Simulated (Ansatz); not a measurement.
Ansatz (an electronic-structure program) input:

Ansatz 0.2 input:
```yaml
crystal:
  lattice:
    - [0.0, 5.3596011531, 5.3596011531]
    - [5.3596011531, 0.0, 5.3596011531]
    - [5.3596011531, 5.3596011531, 0.0]
  atoms:
    - { symbol: Cs, position: [0.75, 0.75, 0.75] }
    - { symbol: Cs, position: [0.25, 0.25, 0.25] }
    - { symbol: Li, position: [0.5, 0.5, 0.5] }
    - { symbol: Ir, position: [0.0, 0.0, 0.0] }
    - { symbol: C, position: [0.8126914144, 0.1873085856, 0.1873085856] }
    - { symbol: C, position: [0.1873085856, 0.8126914144, 0.8126914144] }
    - { symbol: C, position: [0.1873085856, 0.8126914144, 0.1873085856] }
    - { symbol: C, position: [0.8126914144, 0.1873085856, 0.8126914144] }
    - { symbol: C, position: [0.1873085856, 0.1873085856, 0.8126914144] }
    - { symbol: C, position: [0.8126914144, 0.8126914144, 0.1873085856] }
    - { symbol: N, position: [0.2956759177, 0.7043240823, 0.7043240823] }
    - { symbol: N, position: [0.7043240823, 0.2956759177, 0.2956759177] }
    - { symbol: N, position: [0.7043240823, 0.2956759177, 0.7043240823] }
    - { symbol: N, position: [0.2956759177, 0.7043240823, 0.2956759177] }
    - { symbol: N, position: [0.7043240823, 0.7043240823, 0.2956759177] }
    - { symbol: N, position: [0.2956759177, 0.2956759177, 0.7043240823] }
kpoints:
  mp_grid: { grid: [3, 3, 3] }
hamiltonian:
  xc: hse06
  pseudopotentials: { kind: paw }
scf:
  n_extra_bands: 16
  occupations: { method: fixed }
output:
  eigenvalues: true
  eigenstates:
    e_range: [-9.0, 16.9]
    kpoints:
      - [0.0, 0.5, 0.5]  # VBM
      - [0.0, 0.1875, 0.1875]  # CBM
      - [0.0, 0.0, 0.0]  # GAMMA
      - [0.5, 0.0, 0.5]  # X
      - [0.5, 0.5, 0.5]  # L
      - [0.5, 0.25, 0.75]  # W
      - [0.375, 0.375, 0.75]  # K
      - [0.625, 0.25, 0.625]  # U
```

Output (shortened):

```
Pseudopotential: Cs, paw, valence charge 9
Pseudopotential: Li, paw, valence charge 3
Pseudopotential: Ir, paw, valence charge 17
Pseudopotential: C, paw, valence charge 4
Pseudopotential: N, paw, valence charge 5
Functional definition: HSE06
davidson cushion auto → on  (no smearing: the cushion is to keep the highest requested band from converging to the state above it …
Crystal: 16 atoms, lattice volume = 307.913 Å³
Basis set: ecut = 420 eV, 5985 PW (Γ)
Bands: 62, of which v1, the nominal top of the filled ones, is band 46 counted from 1 (45 counted from 0)
Symmetry: 48 space group operations
Space group: Fm-3m (ITA 225), of the structure as read, at distance tolerance 6.8e-5 Å
k-points: 4 of 27
SCF iter   1: F=—  HF=-27295.019165 eV  |F-HF|=—  |Δ(HF+E_count)|=         —  Δρ=3.32e-3  dr2=4.99e-2  ethr=1.77e-3  ⟨swp⟩=9.5  Hψ=1258  notcnv=0
preconditioner: auto → none
SCF iter   2: F=—  HF=-27295.068139 eV  |F-HF|=—  |Δ(HF+E_count)|=   4.90e-2  Δρ=5.21e-3  dr2=1.71e-1  ethr=5.43e-5  ⟨swp⟩=6.2  Hψ=808  notcnv=0
iter 3 solved again at ethr=3.48e-6 eV; its pass at ethr=5.43e-5 eV (dr2=3.20e-3 eV) is discarded
SCF iter   3: F=—  HF=-27295.044699 eV  |F-HF|=—  |Δ(HF+E_count)|=   2.34e-2  Δρ=1.05e-3  dr2=3.24e-3  ethr=3.48e-6  ⟨swp⟩=3.0  Hψ=1213  notcnv=0
SCF iter   4: F=-27295.049231 eV  HF=-27295.049083 eV  |F-HF|=1.49e-4  |Δ(HF+E_count)|=   4.38e-3  Δρ=2.15e-4  dr2=1.03e-4  ethr=3.48e-6  ⟨swp⟩=3.0  Hψ=614  notcnv=0
SCF 1 stopped early in 4 iterations: F = -27295.049231 eV  dr2 = 1.03e-4
Crystal: 16 atoms, lattice volume = 307.913 Å³
Exchange kernel: α = 0.2500, screened, ω = 0.2079 Å⁻¹, Wigner–Seitz truncation, v(0) = 1046.2993 eV·Å³, q-mesh 3×3×3, nearest image of the exchange supercell L …
Frozen-core exchange: fock
SCF iter   1: F=—  HF=-27306.039797 eV  |F-HF|=—  |Δ(HF+E_count)|=         —  Δρ=6.96e-3  dr2=9.63e-2  ethr=1.12e-6  ⟨swp⟩=11.0  Hψ=1514  notcnv=0
preconditioner: auto → none
SCF iter   2: F=—  HF=-27306.015096 eV  |F-HF|=—  |Δ(HF+E_count)|=   2.47e-2  Δρ=3.43e-3  dr2=3.47e-2  ethr=1.12e-6  ⟨swp⟩=5.0  Hψ=1015  notcnv=0
SCF iter   3: F=—  HF=-27306.008769 eV  |F-HF|=—  |Δ(HF+E_count)|=   6.33e-3  Δρ=1.66e-3  dr2=7.94e-3  ethr=1.12e-6  ⟨swp⟩=4.0  Hψ=910  notcnv=0
SCF iter   4: F=—  HF=-27306.037869 eV  |F-HF|=—  |Δ(HF+E_count)|=   2.91e-2  Δρ=1.48e-3  dr2=3.72e-3  ethr=1.12e-6  ⟨swp⟩=5.0  Hψ=930  notcnv=0
SCF iter   5: F=—  HF=-27306.036936 eV  |F-HF|=—  |Δ(HF+E_count)|=   9.34e-4  Δρ=6.76e-4  dr2=7.63e-4  ethr=1.12e-6  ⟨swp⟩=3.0  Hψ=595  notcnv=0
SCF iter   6: F=—  HF=-27306.036720 eV  |F-HF|=—  |Δ(HF+E_count)|=   2.16e-4  Δρ=1.47e-4  dr2=1.11e-4  ethr=7.22e-7  ⟨swp⟩=3.0  Hψ=589  notcnv=0
SCF iter   7: F=—  HF=-27306.037351 eV  |F-HF|=—  |Δ(HF+E_count)|=   6.30e-4  Δρ=1.74e-4  dr2=6.54e-5  ethr=3.17e-8  ⟨swp⟩=5.8  Hψ=891  notcnv=0
SCF iter   8: F=-27306.037333 eV  HF=-27306.037334 eV  |F-HF|=7.91e-7  |Δ(HF+E_count)|=   1.66e-5  Δρ=1.97e-5  dr2=3.68e-6  ethr=3.17e-8  ⟨swp⟩=3.0  Hψ=648  notcnv=0
SCF 2 stopped early in 8 iterations: F = -27306.037333 eV  dr2 = 3.68e-6
hybrid outer 1: dexx = +3.514e-2 eV, tail = 9.03e-5 eV
Crystal: 16 atoms, lattice volume = 307.913 Å³
Exchange kernel: α = 0.2500, screened, ω = 0.2079 Å⁻¹, Wigner–Seitz truncation, v(0) = 1046.2993 eV·Å³, q-mesh 3×3×3, nearest image of the exchange supercell L …
Frozen-core exchange: fock
SCF iter   1: F=—  HF=-27306.037691 eV  |F-HF|=—  |Δ(HF+E_count)|=         —  Δρ=6.25e-5  dr2=7.63e-6  ethr=4.91e-7  ⟨swp⟩=4.5  Hψ=641  notcnv=0
preconditioner: auto → none
iter 2 solved again at ethr=2.80e-10 eV; its pass at ethr=6.66e-9 eV (dr2=2.58e-7 eV) is discarded
SCF iter   2: F=—  HF=-27306.037690 eV  |F-HF|=—  |Δ(HF+E_count)|=   8.29e-7  Δρ=1.82e-5  dr2=4.06e-7  ethr=2.80e-10  ⟨swp⟩=4.0  Hψ=1339  notcnv=0
SCF iter   3: F=-27306.037691 eV  HF=-27306.037691 eV  |F-HF|=5.50e-8  |Δ(HF+E_count)|=   8.91e-7  Δρ=4.44e-6  dr2=6.66e-8  ethr=2.80e-10  ⟨swp⟩=6.8  Hψ=828  notcnv=0  defer=1
SCF 3 converged in 3 iterations: F = -27306.037691 eV  dr2 = 6.66e-8
hybrid outer 2: dexx = +1.599e-6 eV, tail = 1.82e-7 eV, Δε = 1.39e-3 eV (about 6.46e-5 eV left of the loop's levels)
the search or the solves at the SCF's close seem to have found levels that the self-consistency loop had missed (the run counts 2) …
NSCF: frozen V_eff on 8 k-points
hybrid SCF converged: 2 outer / 11 inner (+4 warm-up), last move |dexx| = 1.60e-6 eV, tail = 1.82e-7 eV
Stability not checked (fock_operator)
Free energy (F): -27306.037691 eV
Frozen-core exchange: fock
Harris-Foulkes:  -27306.037691 eV  (|F-HF|=5.50e-8)
Internal energy: -27306.037691 eV  (E = F + TS)
E sigma→0 (E₀):  -27306.037691 eV
Fermi energy:    0.873600 eV
--- Per-component energies (eV) ---
  E_band       = -1033.472100
  E_kinetic    = 2217.578385
  E_local      = -7216.501686  (includes V_loc(G=0)·N_el)
  E_nonlocal   = 546.199668
  E_hartree    = 2687.309253
  E_xc         = -1014.514001
  E_vxc        = -1087.627168  (∫ρ·V_xc dr)
  E_exx        = -232.742735  (= α·E_x^exact, valence–valence)
  E_paw        = -20761.809894  (= ΣΔE_a)
  E_vpaw       = -402.268732  (= ΣTr[D̂ρ^β])
  E_aug_tail   = 0.000678  (compensation charges beyond the density's cutoff)
  E_ewald      = -3528.804922
  E_core_change = -2.752437  (= ΣΔE_core)
  E_smearing   =  0.000000  (= −TS)
  E_closure    =  0.000000  (closes the sum)
  Σ components = -27306.037691   (vs F -27306.037691, Δ=3.64e-12)
  [band-id]    e_kinetic+e_local+e_nonlocal+2·e_hartree+e_vxc+2·e_exx+e_vpaw+e_augmentation_tail = -1033.485818   (vs E_band -1033.472100, Δ=-1.37e-2)
--- Band table (eV) ---
  k-point 0: bands = ["-93.9149", "-49.4743", "-49.4743", "-49.4743", "-43.3606", "-19.8995", "-19.8853", "-16.6613", "-16.4868", "-16.4868", "-16.4868", "-16.4302", "-16.4302", "-7.6063", "-5.9698", "-5.9698", "-5.8384", "-5.8384", "-5.8384", "-5.7539", …
  k-point 1: bands = ["-93.9149", "-49.4743", "-49.4743", "-49.4743", "-43.3606", "-19.8951", "-19.8881", "-16.6246", "-16.5320", "-16.4758", "-16.4758", "-16.4420", "-16.4420", "-7.5603", "-6.0082", "-6.0082", "-5.7949", "-5.7949", "-5.7499", "-5.7499", …
  k-point 2: bands = ["-93.9149", "-49.4743", "-49.4743", "-49.4743", "-43.3606", "-19.8948", "-19.8878", "-16.6173", "-16.5058", "-16.4887", "-16.4887", "-16.4659", "-16.4293", "-7.5450", "-6.0738", "-5.9701", "-5.7988", "-5.7988", "-5.7181", "-5.7090", …
  k-point 3: bands = ["-93.9149", "-49.4743", "-49.4743", "-49.4743", "-43.3606", "-19.8910", "-19.8910", "-16.5837", "-16.5552", "-16.4873", "-16.4772", "-16.4542", "-16.4410", "-7.5285", "-6.0643", "-6.0076", "-5.7743", "-5.7594", "-5.7292", "-5.7145", …
```

Cost: very roughly 9 core-minutes on shared cores.

The points marked VBM and CBM come from a semilocal run.

The workflow started from a Materials Project entry (that database holds measured and hypothetical structures alike); the Crystallography Open Database files this formula in space group No. 225, but the cells were not matched. Whether it is the stable phase at ambient conditions was not checked. The cell was relaxed with r²SCAN under the symmetry of its start; whether a distortion lowers the energy is not shown. The run is not spin-polarised. Spin–orbit coupling is left out wherever it is not named.

Potentials: the later of the program's two PAW sets.

Ansatz is a plane-wave DFT program.
